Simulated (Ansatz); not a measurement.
ZnS (zinc blende, F-43m), a = b = c = 5.2968 Å, α = β = γ = 90.00°; the cell used has 2 atoms.

Relaxed with LDA.

Q: Which orbitals make up the states near the band edges in LDA in the plane-wave PAW code Ansatz?

A: Top 1 eV of the valence band: S 3p 89 %, Zn 3d 7 %. Bottom 1 eV of the conduction band: Zn 4s 52 %, S 3s 29 %, S 3p 14 %, outside the projected shells 5 %. Projections are on Löwdin-orthogonalised atomic valence shells; empty p or d shells of many metals are not among them.

Q: Tabulate the density of states.

A: States/eV per cell of 2 atoms, in 0.25 eV bins, energy from the valence-band maximum.

```csv
E (eV),total,Zn 3d,S 3p,Zn 4s
-7.85,0.00,0.00,0.00,0.00
-7.60,0.00,0.00,0.00,0.00
-7.35,0.00,0.00,0.00,0.00
-7.10,0.00,0.00,0.00,0.00
-6.85,2.44,1.98,0.36,0.09
-6.60,14.57,13.05,1.36,0.14
-6.35,7.10,6.53,0.45,0.10
-6.10,13.32,13.00,0.15,0.09
-5.85,2.57,2.25,0.10,0.08
-5.60,0.16,0.03,0.10,0.02
-5.35,0.46,0.08,0.28,0.07
-5.10,1.26,0.20,0.74,0.26
-4.85,1.90,0.36,1.02,0.42
-4.60,0.90,0.20,0.47,0.15
-4.35,0.66,0.15,0.35,0.10
-4.10,0.52,0.11,0.28,0.07
-3.85,0.41,0.08,0.22,0.05
-3.60,0.34,0.06,0.19,0.04
-3.35,0.99,0.11,0.76,0.04
-3.10,1.30,0.13,1.05,0.04
-2.85,1.22,0.11,0.99,0.04
-2.60,1.40,0.11,1.17,0.04
-2.35,1.72,0.13,1.47,0.03
-2.10,1.70,0.12,1.46,0.03
-1.85,1.65,0.12,1.42,0.02
-1.60,1.64,0.12,1.43,0.02
-1.35,1.63,0.12,1.43,0.01
-1.10,1.64,0.12,1.45,0.01
-0.85,1.10,0.08,0.97,0.01
-0.60,0.74,0.06,0.65,0.00
-0.35,0.48,0.04,0.43,0.00
-0.10,0.17,0.01,0.15,0.00
0.15,0.00,0.00,0.00,0.00
0.40,0.00,0.00,0.00,0.00
0.65,0.00,0.00,0.00,0.00
0.90,0.00,0.00,0.00,0.00
1.15,0.00,0.00,0.00,0.00
1.40,0.00,0.00,0.00,0.00
1.65,0.00,0.00,0.00,0.00
1.90,0.00,0.00,0.00,0.00
2.15,0.00,0.00,0.00,0.00
2.40,0.01,0.00,0.00,0.01
2.65,0.02,0.00,0.00,0.01
2.90,0.04,0.00,0.01,0.02
3.15,0.12,0.00,0.01,0.04
3.40,0.46,0.00,0.05,0.14
3.65,0.79,0.00,0.09,0.25
3.90,1.03,0.00,0.13,0.30
4.15,1.58,0.01,0.22,0.48
4.40,1.83,0.01,0.27,0.56
4.65,1.47,0.00,0.24,0.47
4.90,1.22,0.00,0.20,0.35
5.15,0.99,0.00,0.15,0.23
5.40,0.66,0.00,0.09,0.14
5.65,0.90,0.00,0.12,0.19
5.90,1.78,0.00,0.19,0.29
6.15,1.83,0.00,0.18,0.27
6.40,1.09,0.00,0.08,0.12
6.65,0.66,0.00,0.02,0.02
6.90,1.37,0.00,0.04,0.02
```

The LDA relaxation kept the symmetry of its start.

Potentials: the earlier of the program's two PAW sets. The files were generated under PBE; for other functionals the program regenerates the frozen cores, and for LDA and PBEsol the local potential too.
